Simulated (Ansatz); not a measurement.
Relaxed TiAl (CuAu type, space group P4/mmm):

```xyz
4
Lattice="5.6485 0.0000 0.0000 0.0000 2.8243 0.0000 0.0000 0.0000 4.0708" Properties=species:S:1:pos:R:3 pbc="T T T"
Al     1.4121     1.4121     2.0354
Al     4.2364     1.4121     2.0354
Ti     0.0000     0.0000     0.0000
Ti     2.8243     0.0000     0.0000
```

A phonon eigenvector at X = (0.5, 0.0, 0.0) is frozen into this cell: atom i moves by Q times the vector below, so Q is the largest atomic displacement, in Å. The cell is held. (q is in reciprocal vectors of the primitive cell; the cell shown is doubled to hold the pattern.)

```tsv
atom	x	y	z
Ti3	1.000	0.000	0.000
Ti4	-1.000	0.000	0.000
```

Atoms not listed stay in place.

All values below come from PBE (plane waves to 420 eV, PAW, scalar-relativistic; Ansatz, a quantum-chemistry and plane-wave program). k mesh 8×16×12 (Γ-centred), Fermi-Dirac smearing 0.05 eV. The energy includes the smearing's −TS. Left out: 4 of 13 points, with atoms too close for the PAW data. With partly filled bands, energies and forces of such displacements shift with the k mesh and the smearing. TiAl is run without spin polarisation. TiAl was relaxed with its symmetry unable to fall. ΔE is measured from the undisplaced structure.

```json
[
 {"Q (Å)": "-0.187", "ΔE (eV/cell)": "0.444"},
 {"Q (Å)": "-0.093", "ΔE (eV/cell)": "0.109"},
 {"Q (Å)": "0.000", "ΔE (eV/cell)": "0.000"},
 {"Q (Å)": "0.093", "ΔE (eV/cell)": "0.109"},
 {"Q (Å)": "0.187", "ΔE (eV/cell)": "0.444"}
]
```

Task: Which DFPT wavenumber at X = (0.5, 0.0, 0.0) belongs to this mode?
(A) 148 cm⁻¹
(B) 267 cm⁻¹
(C) 212 cm⁻¹

Result: B, 267 cm⁻¹. The curvature of the scan gives 266 cm⁻¹

(A displaced cell: forces are minus the slopes of the energy, force constants its curvatures, and phonons follow from these.)
